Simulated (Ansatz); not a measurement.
Sn:
```
CELL_PARAMETERS angstrom
      0.00000     3.32822     3.32822
      3.32822     0.00000     3.32822
      3.32822     3.32822     0.00000
ATOMIC_POSITIONS crystal
  Sn 0.50000 0.50000 0.50000
  Sn 0.75000 0.75000 0.75000
```

Relaxed with PBE. Special points in fractions of this cell's reciprocal vectors: Γ (0.000, 0.000, 0.000); X (0.500, 0.000, 0.500); U (0.625, 0.250, 0.625); K (0.375, 0.375, 0.750); L (0.500, 0.500, 0.500); W (0.500, 0.250, 0.750).

### Question
List the band energies nearest the Fermi level at these points for PBE with spin–orbit coupling (plane waves, PAW; program Ansatz).

### Answer
In eV from the Fermi level; about four levels below and three above (degenerate sets whole), none deeper than 8.9 eV; points with the same levels are listed once.

```json
[
 {"k": "Γ", "below": "-1.10 -1.10 -0.31 -0.31", "above": "0.34 0.34 0.34 0.34"},
 {"k": "X", "below": "-2.20 -2.20 -2.20 -2.20", "above": "0.95 0.95 0.95 0.95"},
 {"k": "U", "below": "-3.01 -3.01 -1.86 -1.86", "above": "1.18 1.18 3.28 3.28"},
 {"k": "L", "below": "-0.77 -0.77 -0.10 -0.10", "above": "3.12 3.12 3.34 3.34"},
 {"k": "W", "below": "-2.79 -2.79 -2.62 -2.62", "above": "3.07 3.07 3.39 3.39"}
]
```

Space group Fd-3m (diamond). This is a known low-temperature phase of the composition, computed here at zero pressure and temperature. The PBE relaxation kept the symmetry of its start; its stability against distortions is not shown here.

Potentials: the earlier of the program's two PAW sets.
